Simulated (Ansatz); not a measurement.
Relaxed-ion elastic tensor of CdS (rock salt, Fm-3m) in GPa (Voigt order), the program Ansatz at the r²SCAN level (PAW); density 5.92 g/cm³, 20.27 Å³ per atom.

|  | 1 | 2 | 3 | 4 | 5 | 6 |
|---|---|---|---|---|---|---|
| 1 | 137 | 55.2 | 55.2 | 0.0 | 0.0 | 0.0 |
| 2 | 55.2 | 137 | 55.2 | 0.0 | 0.0 | 0.0 |
| 3 | 55.2 | 55.2 | 137 | 0.0 | 0.0 | 0.0 |
| 4 | 0.0 | 0.0 | 0.0 | 37.3 | 0.0 | 0.0 |
| 5 | 0.0 | 0.0 | 0.0 | 0.0 | 37.3 | 0.0 |
| 6 | 0.0 | 0.0 | 0.0 | 0.0 | 0.0 | 37.3 |

Q: Is the crystal mechanically stable?

A: Yes: the smallest eigenvalue of C is 37.3 GPa.

Q: Work out the Voigt, Reuss and Hill averages.

A: K_V = 82.4, K_R = 82.4, K_H = 82.4; G_V = 38.7, G_R = 38.7, G_H = 38.7 GPa.

Q: Give Young's modulus, Poisson's ratio, Pugh's ratio and the universal anisotropy index.

A: E = 9KG/(3K + G) = 100 GPa; ν = 0.30; K/G = 2.13 (ductile by the Pugh limit of 1.75); A_U = 5G_V/G_R + K_V/K_R − 6 = 0.01.

Q: Estimate the sound speeds and the Debye temperature.

A: v_l = √((K + 4G/3)/ρ) = 4760 m/s, v_t = √(G/ρ) = 2560 m/s, mean 2860 m/s; Θ = (h/k)(3n/4πV)^(1/3) v_m = 312 K.

Q: Give the Zener ratio and Young's modulus along [100], [110] and [111].

A: A = 2C44/(C11 − C12) = 0.91; 1/E = S11 − 2(S11 − S12 − S44/2)Γ with Γ = 0, 1/4, 1/3 gives 105, 99.1, 97.3 GPa.

Q: Solve the Christoffel equation for the three sound speeds along [100], [110], [111].

A: Eigenvalues of C_ijkl n_j n_l equal ρv². In km/s, slowest first: [100] 2.51, 2.51, 4.81; [110] 2.51, 2.63, 4.75; [111] 2.59, 2.59, 4.73.

This is a known high-pressure phase of the composition, computed here at zero pressure and temperature. Symmetry was held in the r²SCAN relaxation; phonons on a q-mesh show no instability.

Potentials: the later of the program's two PAW sets.
